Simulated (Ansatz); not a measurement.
Zr:
```
CELL_PARAMETERS angstrom
      2.90342     0.00000     0.00000
      0.00000     2.90342     0.00000
      0.00000     0.00000     2.90342
ATOMIC_POSITIONS crystal
  Zr 0.00000 0.00000 0.00000
```

Relaxed with r²SCAN. Special points in fractions of this cell's reciprocal vectors: Γ (0.000, 0.000, 0.000); X (0.000, 0.500, 0.000); M (0.500, 0.500, 0.000); R (0.500, 0.500, 0.500).

Q: List the band energies nearest the Fermi level at these points for r²SCAN with spin–orbit coupling in the plane-wave PAW code Ansatz.

A: In eV from the Fermi level; about four levels below and three above (degenerate sets whole), none deeper than 8.9 eV; points with the same levels are listed once.

```tsv
k	below	above
Γ	-1.86 -1.86 -1.86 -1.86	5.91 5.91 5.91 5.91
X	-2.10 -2.10 -0.96 -0.96	0.21 0.21 2.76 2.76
M	-3.22 -3.22 -0.31 -0.31	3.45 3.45 3.52 3.52
R	-1.56 -1.56 -1.56 -1.56 -1.51 -1.51	6.70 6.70 8.04 8.04 8.04 8.04
```

Space group Pm-3m (simple cubic). A made-up cell: these elements were put on the sites of a structure type; neither database checked (COD, Materials Project) lists it. It is not the phase usual at ambient conditions (space group No. 194). The r²SCAN relaxation kept the symmetry of its start. At this level the phase is mechanically unstable. No spin polarisation was allowed.

Potentials: the later of the program's two PAW sets.
